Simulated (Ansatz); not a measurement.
All numbers below come from Ansatz, DFT PBE, scalar-relativistic, plane waves, PAW. All cells share a 420 eV cutoff and Γ-centred k meshes spaced at most about 0.3 Å⁻¹ (about 0.25 or finer for metals, 2π included). Collinear spin in cells that started with moments and kept them past the coarse steps, no spin elsewhere.

All energies are static (0 K, no zero-point motion). All come from trial cells, and lower structures may exist.

Task: These unrelaxed guesses for Sr2ZrO3 are each relaxed within their symmetry. Order them by the energy at which they end, lowest first.
A.

```cif
data_structure
_symmetry_space_group_name_H-M 'R-3m:H'
_symmetry_Int_Tables_number 166
_cell_length_a 5.4724
_cell_length_b 5.4724
_cell_length_c 11.5515
_cell_angle_alpha 90.000
_cell_angle_beta 90.000
_cell_angle_gamma 120.000
_cell_volume 299.59
loop_
_atom_site_label
_atom_site_type_symbol
_atom_site_symmetry_multiplicity
_atom_site_Wyckoff_symbol
_atom_site_fract_x
_atom_site_fract_y
_atom_site_fract_z
_atom_site_occupancy
Sr1 Sr 6 c 0.33333 0.66667 0.29646 1
Zr1 Zr 3 a 0.00000 0.00000 0.00000 1
O1 O 9 d 0.16667 0.33333 0.83333 1
```

B.

```cif
data_structure
_symmetry_space_group_name_H-M 'P-3m1'
_symmetry_Int_Tables_number 164
_cell_length_a 4.4125
_cell_length_b 4.4125
_cell_length_c 5.5256
_cell_angle_alpha 90.000
_cell_angle_beta 90.000
_cell_angle_gamma 120.000
_cell_volume 93.17
loop_
_atom_site_label
_atom_site_type_symbol
_atom_site_symmetry_multiplicity
_atom_site_Wyckoff_symbol
_atom_site_fract_x
_atom_site_fract_y
_atom_site_fract_z
_atom_site_occupancy
Sr1 Sr 2 d 0.33333 0.66667 0.21914 1
Zr1 Zr 1 b 0.00000 0.00000 0.50000 1
O1 O 2 d 0.33333 0.66667 0.72378 1
O2 O 1 a 0.00000 0.00000 0.00000 1
```

C.

```cif
data_structure
_symmetry_space_group_name_H-M 'Cmmm'
_symmetry_Int_Tables_number 65
_cell_length_a 5.7954
_cell_length_b 8.3002
_cell_length_c 5.2449
_cell_angle_alpha 90.000
_cell_angle_beta 90.000
_cell_angle_gamma 90.000
_cell_volume 252.29
loop_
_atom_site_label
_atom_site_type_symbol
_atom_site_symmetry_multiplicity
_atom_site_Wyckoff_symbol
_atom_site_fract_x
_atom_site_fract_y
_atom_site_fract_z
_atom_site_occupancy
Sr1 Sr 4 j 0.50000 0.19709 0.50000 1
Zr1 Zr 2 b 0.50000 0.00000 0.00000 1
O1 O 4 l 0.50000 0.00000 0.27062 1
O2 O 2 d 0.00000 0.00000 0.50000 1
```

Result: B (ends in P-3m1, 0 meV/atom), A (ends in R-3m, 0.40 eV/atom), C (ends in Cmmm, 0.84 eV/atom).

A magnetic state wasn't ruled out in cells without spin, among them Cmmm. The magnetic state reached may not be the lowest. Cells relaxed within their symmetry can be saddle points. Some types were kept out of the candidates beforehand, so the set may lack a known form.
